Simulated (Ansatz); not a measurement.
Here is the system:

MoS2:
```cif
data_Mo3S6
_chemical_formula_sum 'Mo3 S6'
_space_group_name_H-M_alt 'R3m :H'
_space_group_IT_number 160
_space_group_name_Hall 'R 3 -2"'
_cell_length_a 3.15310
_cell_length_b 3.15310
_cell_length_c 17.99441
_cell_angle_alpha 90.000
_cell_angle_beta 90.000
_cell_angle_gamma 120.000
loop_
_atom_site_label
_atom_site_type_symbol
_atom_site_symmetry_multiplicity
_atom_site_Wyckoff_symbol
_atom_site_fract_x
_atom_site_fract_y
_atom_site_fract_z
_atom_site_occupancy
Mo1 Mo 3 a 0.00000 0.00000 0.00024 1
S1 S 3 a 0.00000 0.00000 0.57998 1
S2 S 3 a 0.00000 0.00000 0.75376 1
```
(The calculation used a cell of 3 atoms; values per cell refer to that cell.)

This is the PBE+D3(BJ)-relaxed structure.

### Question
All from PBE+D3(BJ) (plane waves, PAW; program Ansatz), unless another level is named. Estimate the hole effective mass.

### Answer
0.59, 0.59, 1.0 mₑ (principal values).

### Question
And the HSE06 gap on the PBE+D3(BJ) cell?

### Answer
1.30 eV.

### Question
Next, the weight of the conduction-edge state by species (Voronoi cells)?

### Answer
Mo 54 %, S 46 %.

### Question
Next, the valence-band maximum?

### Answer
at T.

### Question
And the Z2 indices of the occupied bands with spin–orbit coupling?

### Answer
0;(000).

The PBE+D3(BJ) relaxation kept the symmetry of its start; of distortions, only those at the zone centre were tested. The run is not spin-polarised. Spin–orbit coupling is left out wherever it is not named.

Potentials: the later of the program's two PAW sets.
